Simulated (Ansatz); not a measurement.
Te:
```
CELL_PARAMETERS angstrom
      4.52493     0.00000     0.00000
     -2.26247     3.91871     0.00000
      0.00000     0.00000     5.95080
ATOMIC_POSITIONS crystal
  Te 0.26783 0.00000 0.33333
  Te 0.00000 0.26783 0.66667
  Te 0.73217 0.73217 0.00000
```

Relaxed with PBE. Special points in fractions of this cell's reciprocal vectors: Γ (0.000, 0.000, 0.000); M (0.500, 0.000, 0.000); K (0.333, 0.333, 0.000); A (0.000, 0.000, 0.500); L (0.500, 0.000, 0.500); H (0.333, 0.333, 0.500).

### Question
List the band energies nearest the valence-band maximum at these points for PBE in the plane-wave PAW code Ansatz.

### Answer
In eV from the valence-band maximum; about four levels below and three above (degenerate sets whole), none deeper than 8.9 eV; points with the same levels are listed once.

```tsv
k	below	above
Γ	-2.75 -2.75 -1.63 -1.63 -0.81	0.98 0.98 1.53
M	-3.46 -3.33 -1.01 -0.80	0.85 0.91 3.09
K	-2.94 -2.94 -2.84 -2.53	2.74 2.74 3.01
A	-2.62 -2.62 -1.28 -1.03 -1.03	0.46 0.46 0.49
L	-3.54 -2.34 -2.00 -0.18	0.80 1.91 2.46
H	-4.81 -4.81 -0.90 -0.03 -0.03	0.21 1.33 1.33
```

Space group P3_121 (trigonal Se type). Symmetry was held in the PBE relaxation. A crystal of weakly bound chains computed without a dispersion correction: the cell and the soft elastic constants depend strongly on that. Spin–orbit coupling is left out wherever it is not named.

Potentials: the later of the program's two PAW sets.
